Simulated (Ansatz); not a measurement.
Hg:
```
Hg
1.0
    3.12936     1.56357     0.00000
   -3.12936     1.56357     0.00000
   -1.60021     0.00000     7.90552
Hg
3
Direct
  0.81781   0.18219   0.33458
  0.18219   0.81781   0.66542
  0.00000   0.00000   0.00000
```

Relaxed with r²SCAN+D4. Special points in fractions of this cell's reciprocal vectors: Γ (0.000, 0.000, 0.000); C (0.315, 0.315, 0.000); C2 (-0.315, 0.685, 0.000); Y2 (-0.500, 0.500, 0.000); M2 (-0.500, 0.500, 0.500); D (-0.305, 0.695, 0.500); D2 (0.305, 0.305, 0.500); A (0.000, 0.000, 0.500); L2 (0.000, 0.500, 0.500); V2 (0.000, 0.500, 0.000).

Problem. List the band energies nearest the Fermi level at these points for plane-wave PAW r²SCAN+D4 (Ansatz code).

Solution. In eV from the Fermi level; about four levels below and three above (degenerate sets whole), none deeper than 8.9 eV; points with the same levels are listed once.

```
k                     below             above
--  -----------------------  ----------------
Γ   -6.30 -6.21 -5.08 -5.05    4.08 4.13 9.74
C   -6.02 -1.51 -1.13 -0.48    1.11 1.93 2.82
Y2  -3.18 -3.09 -1.86 -1.00    1.56 1.68 6.00
M2  -3.17 -3.10 -1.92 -0.97    1.59 1.64 6.14
D   -5.95 -1.25 -1.04 -0.75    1.07 1.59 2.83
A   -6.22 -6.02 -1.44 -0.86  8.74 10.25 10.36
L2  -1.89 -1.71 -0.70 -0.44    2.69 2.92 4.91
V2  -2.14 -1.67 -0.19 -0.10    1.89 1.90 6.59
```

Space group C2/m. The first step of the workflow began from a Materials Project structure, measured or hypothetical; the Crystallography Open Database copy checked does not list it. It is not the usual solid phase (space group No. 166). The cell keeps a stress of up to 0.2 GPa. The cell was relaxed with r²SCAN+D4 under the symmetry of its start; whether a distortion lowers the energy is not shown. The substance is a gas or liquid at ambient conditions. The pairwise dispersion correction was not fitted to metals. Scalar-relativistic: spin–orbit coupling is off unless named, which matters more the heavier the elements.

Potentials: the later of the program's two PAW sets.
